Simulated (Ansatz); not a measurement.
Sheets of one type (M2XT2 MXene (fcc sites)-type), PBE (plane waves, PAW; program Ansatz); HSE06 gaps on those cells.

```json
[
 {"layer": "Zr2CO2", "a (Å)": "3.307", "thickness (Å)": "4.63"},
 {"layer": "W2CO2", "a (Å)": "___", "thickness (Å)": "___"},
 {"layer": "Ti2CO2", "a (Å)": "3.029", "thickness (Å)": "4.43"},
 {"layer": "Cr2CO2", "a (Å)": "2.894", "thickness (Å)": "4.41"}
]
```

Problem. Complete the blanks.

Solution. 
- W2CO2, a (Å): 3.110
- W2CO2, thickness (Å): 4.49

Spin orders computed, not proven ground states: Cr2CO2, M2XT2 MXene (fcc sites)-type layer ferromagnetic. All cells were relaxed under the symmetry of their starts (and spin orders); stability against distortions was not tested throughout. Rows with no word on spin ran without spin polarisation. No Hubbard U is applied. Spin–orbit coupling is left out wherever it is not named. Constructed layers (a layer type filled with these elements): Zr2CO2, M2XT2 MXene (fcc sites)-type layer; W2CO2, M2XT2 MXene (fcc sites)-type layer; Ti2CO2, M2XT2 MXene (fcc sites)-type layer; Cr2CO2, M2XT2 MXene (fcc sites)-type layer.

Potentials: the later of the program's two PAW sets.
